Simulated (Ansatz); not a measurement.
A generator proposed this cell of TiCoC₄N₄.

```xyz
10
Lattice="5.9086 0.0000 0.0000 0.0000 5.9086 0.0000 0.0000 0.0000 5.9086" Properties=species:S:1:pos:R:3 pbc="T T T"
Ti    2.9543    2.9543    2.9543
Co    0.0000    0.0000    0.0000
C     1.1068    1.1068    1.1068
C     1.1068    4.8018    4.8018
C     4.8018    1.1068    4.8018
C     4.8018    4.8018    1.1068
N     1.7823    1.7823    1.7823
N     1.7823    4.1263    4.1263
N     4.1263    1.7823    4.1263
N     4.1263    4.1263    1.7823
```

The calculation used Ansatz 0.2.0, DFT PBE, scalar-relativistic, plane waves, PAW. Settings: cutoff 420 eV, Γ-centred mesh 4×4×4 on the computed 10-atom cell, Gaussian smearing of 0.10 eV; collinear spin from starting moments 1.0 -3.0 0.0 0.0 0.0 0.0 0.0 0.0 0.0 0.0 μB.

Energies over the elements count from the elements' standard structures at the same level (N₂ as a molecule), with no fitted energy shifts.

Question: How far from equilibrium is it?

Answer: The pressure is -1.3 GPa (it wants to contract), the largest force is 2.48 eV/Å, and the energy is +0.16 eV/atom against the elements. The shortest distance is 1.17 Å.

Question: How much does it gain on relaxing, and where does it end?

Answer: Relaxing gains under 0.1 eV/atom (the start's value is from the coarse mesh, so the gain is rough) in 12 ionic steps and ends at +0.11 eV/atom on the finer mesh. The symmetry stays P-43m (No. 215). The volume per atom shrinks by 10.3 %, from 20.6 to 18.5 Å³. The shortest distance goes from 1.17 Å (C–N) to 1.20 Å (C–N). Conventional cell: a = 5.698 Å. Ti has 4 N at 1.93 Å; Co has 4 C at 1.81 Å; C is surrounded by 1 N at 1.20 Å and 1 Co at 1.81 Å; around N lie 1 C at 1.20 Å and 1 Ti at 1.93 Å.

The last run used collinear spin, an 8×8×8 mesh for its 10-atom cell and Gaussian smearing of 0.10 eV. No Hubbard U is applied to the open shell of Co and Ti. The reference form of C is held partly by dispersion forces, which this level lacks. Another magnetic order may lie lower. The relaxation can't lower the symmetry of the start. Symmetry constrained the relaxation, so the result can be a saddle point.
